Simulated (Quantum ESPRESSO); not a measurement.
## Kohn-Sham bands of TlBiTe2 (R-3m)

```
TlBiTe2
1.0
   -2.27644     3.94292     0.00000
   -4.55289     0.00000     0.00000
   -2.27644     1.31431     7.96378
Tl Bi Te
1 1 2
Direct
  0.50000   0.50000   0.50000
  0.00000   0.00000   0.00000
  0.25933   0.25933   0.22200
  0.74067   0.74067   0.77800
```

Cell from Materials Project (mp-27438), symmetrised, no further relaxation. COD (Crystallography Open Database) has an entry of this formula and space group (matched by these alone). Method: PBEsol plane waves in Quantum ESPRESSO 7.5 (PseudoDojo norm-conserving files, 64 Ry, spinors with spin-orbit coupling), Bloch states on a 4×4×4 mesh through Γ, Wannier90 4.0.1. Density: 8×8×8 mesh, cold smearing 0.01 Ry. With spin-orbit coupling a semilocal functional can close or falsely invert a small gap; the band order was not checked against a better method.

Question: List the Kohn-Sham levels between −8 and 3.0 eV relative to the Fermi level at the high-symmetry points, as a band run of pw.x on that density gives them (levels within 2 meV counted together).

Answer: 
```csv
point,k (reciprocal lattice),levels (eV)
Γ,0.000 0.000 0.000,"-5.21 (×2), -2.67 (×2), -1.39 (×2), -1.31 (×2), -1.28 (×2), -0.68 (×2), -0.25 (×2), 0.00 (×2), 1.09 (×2), 1.69 (×2)"
T,0.000 0.000 0.500,"-5.64 (×2), -2.47 (×2), -1.75 (×2), -1.25 (×2), -1.01 (×2), -0.76 (×2), -0.45 (×2), 0.39 (×2), 1.74 (×2), 2.01 (×2), 2.58 (×2)"
H_2,-0.315 -0.630 0.185,"-5.63 (×2), -4.09 (×2), -3.67 (×2), -3.20 (×2), -2.05 (×2), -1.32 (×2), -1.13 (×2), 1.52 (×2), 1.83 (×2)"
H_0,-0.370 -0.685 -0.185,"-5.63 (×2), -4.09 (×2), -3.67 (×2), -3.20 (×2), -2.05 (×2), -1.32 (×2), -1.13 (×2), 1.52 (×2), 1.83 (×2)"
L,0.000 -0.500 0.000,"-5.67 (×2), -4.01 (×2), -3.12 (×2), -2.59 (×2), -2.04 (×2), -2.03 (×2), -1.35 (×2), 1.79 (×2), 2.91 (×2), 2.96 (×2)"
S_0,-0.342 -0.685 -0.342,"-5.61 (×2), -4.17 (×2), -3.59 (×2), -3.31 (×2), -2.03 (×2), -1.51 (×2), -0.69 (×2), 1.03 (×2), 2.08 (×2)"
S_2,-0.342 -0.658 0.000,"-5.61 (×2), -4.17 (×2), -3.59 (×2), -3.31 (×2), -2.03 (×2), -1.51 (×2), -0.69 (×2), 1.03 (×2), 2.08 (×2)"
F,-0.500 -0.500 0.000,"-5.43 (×2), -4.64 (×2), -3.50 (×2), -2.68 (×2), -1.41 (×2), -0.78 (×2), -0.30 (×2), -0.03 (×2), 1.13 (×2), 1.79 (×2)"
```
